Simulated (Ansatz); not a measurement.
Trial structure of NaZrO₂, not yet relaxed:

```cif
data_structure
_symmetry_space_group_name_H-M 'P 1'
_symmetry_Int_Tables_number 1
_cell_length_a 3.8223
_cell_length_b 3.8223
_cell_length_c 5.0462
_cell_angle_alpha 90.000
_cell_angle_beta 90.000
_cell_angle_gamma 120.000
_cell_volume 63.85
loop_
_atom_site_label
_atom_site_type_symbol
_atom_site_fract_x
_atom_site_fract_y
_atom_site_fract_z
_atom_site_occupancy
Na1 Na 0.66667 0.33333 0.50000 1
Zr1 Zr 0.33333 0.66667 0.50000 1
O1 O 0.33333 0.66667 0.78167 1
O2 O 0.33333 0.66667 0.21833 1
```

The calculation used DFT PBE, scalar-relativistic, plane waves, PAW in Ansatz. Settings: cutoff 420 eV, Γ-centred mesh 6×6×4 on the computed 4-atom cell, Gaussian smearing of 0.10 eV; no spin polarisation.

Formation energies are uncorrected and refer to the elements' standard structures at the same level (O₂ as a molecule).

Q: Estimate its pressure, forces and energy as it stands.

A: The pressure is 96.6 GPa (the mean over three directions, positive in compression), the largest force is 29.72 eV/Å, and the energy is +3.63 eV/atom against the elements. The shortest distance is 1.42 Å, so close that the PAW spheres overlap strongly and these values are rough.

Q: Is it a good guess?

A: A poor one: relaxing gains about 3.9 eV/atom (the start's value is from the coarse mesh, so the gain is rough) in 27 ionic steps and ends at −0.28 eV/atom on the finer mesh. The symmetry stays P-6m2 (No. 187). The volume per atom grows by 191.7 %, from 16.0 to 46.6 Å³. The shortest distance goes from 1.42 Å (Zr–O) to 1.86 Å (Zr–O). The ratio c/a of the conventional cell changes by a factor of 0.76. Conventional cell: a = 5.986 Å, c = 6.002 Å. Around Na lie 3 Zr at 3.46 Å and 6 O at 3.92 Å; around Zr lie 2 O at 1.86 Å and 3 Na at 3.46 Å; O has 1 Zr at 1.86 Å, 1 O at 2.28 Å, 1 O at 3.72 Å and 3 Na at 3.92 Å.

The last run used a 12×12×8 mesh (in the run's order of axes) for its 4-atom cell and Gaussian smearing of 0.10 eV. No dispersion correction is applied, so the spacing and binding between layers, chains or molecules are poorly described. An odd number of electrons in the primitive cell allows no gap without spin; a larger cell or a magnetic state could open one. The relaxation can't lower the symmetry of the start, and the grade says only how near the guess is to its own end. A structure relaxed within its symmetry needn't be a true minimum. Another cell of NaZrO2 relaxed alike, in P-4m2, lies 2.11 eV/atom lower, so this cell isn't the stable form at this level.
